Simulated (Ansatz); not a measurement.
# Computed properties of AlN

AlN:
```xyz
8
Lattice="5.3295 0.0000 0.0000 0.0000 5.3295 0.0000 0.0000 0.0000 3.1219" Properties=species:S:1:pos:R:3 pbc="T T T"
Al     1.7216     3.6079     0.0000
Al     3.6079     1.7216     0.0000
Al     4.3863     4.3863     1.5610
Al     0.9432     0.9432     1.5610
N      1.6810     1.6810     0.0000
N      3.6485     3.6485     0.0000
N      0.9837     4.3458     1.5610
N      4.3458     0.9837     1.5610
```

Space group P4_2/mnm (No. 136); conventional cell a = b = 5.3295 Å, c = 3.1219 Å, α = β = γ = 90.00°.

Method: plane-wave PAW PBE (Ansatz code). The cell and atoms are relaxed at this level. Other levels are named where they apply.

Cell and energy:

- Volume per atom = 11.08 Å³
- Density = 3.07 g/cm³
- Formation energy from the elements (no fitted shifts) = -1.33 eV/atom

Electronic structure:

- Band gap: 3.73 eV (smallest direct gap 3.74 eV)
- Valence-band maximum: on the M–Γ line, 88 % of the way from M
- Conduction-band minimum: at Γ
- Electron effective mass: 0.31, 0.31, 0.34 mₑ (principal values)
- Hole effective mass: 0.47, 1.6, 3.8 mₑ (principal values)

Mechanics:

- Bulk modulus (Birch–Murnaghan fit): 180 GPa
- Pressure derivative B′: 3.7

The start of the workflow was typed in or built on a structure type; neither database checked (COD, Materials Project) lists it. It is not the phase usual at ambient conditions (space group No. 186, 216). The cell was relaxed with PBE under the symmetry of its start; whether a distortion lowers the energy is not shown. The references are the lowest solids computed at this level, not always the standard phases (solids in place of the gases).

Potentials: the later of the program's two PAW sets.
